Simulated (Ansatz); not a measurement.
## Stability of a relaxed cell of BP

Atoms and cell were relaxed at zero pressure (-0.7 % in volume from the start). The relaxed cell:

```
CELL_PARAMETERS angstrom
0.00000 2.27423 2.27423
2.27423 0.00000 2.27423
2.27423 2.27423 0.00000
ATOMIC_POSITIONS crystal
B 0.00000 0.00000 0.00000
P 0.25000 0.25000 0.25000
```

Space group F-43m (No. 216); conventional cell a = 4.548 Å, b = 4.548 Å, c = 4.548 Å, α = 90.00°, β = 90.00°, γ = 90.00°.

Computed with plane-wave PAW DFT (Ansatz 0.2.0): PBE, 420 eV cutoff, 10×10×10 Γ-centred mesh, fermi-dirac occupations of width 0.100 eV. Spin: none; no U, no spin-orbit coupling.

Problem. Where does it lie against the elements?

Solution. -0.429 eV an atom at 0 K against the elements' lowest computed crystals and the free molecules of gases, with no empirical correction.

Problem. Does it lie on the convex hull?

Solution. Among the phases that we computed and relaxed alike, the lowest mixture with other formulas is 42 % P + 58 % B₆P (shares of atoms). The cell lies 256 meV an atom below it, so this formula doesn't split. No lower structure of the same formula is in the table beyond the error of 20 meV, so it is stable at this level.

The start was: a database entry at a slightly scaled volume.

Caveats: differences under 20 meV an atom lie within the error of meshes and cutoff; the relaxation keeps the start's symmetry, so a distorted cell may lie lower.
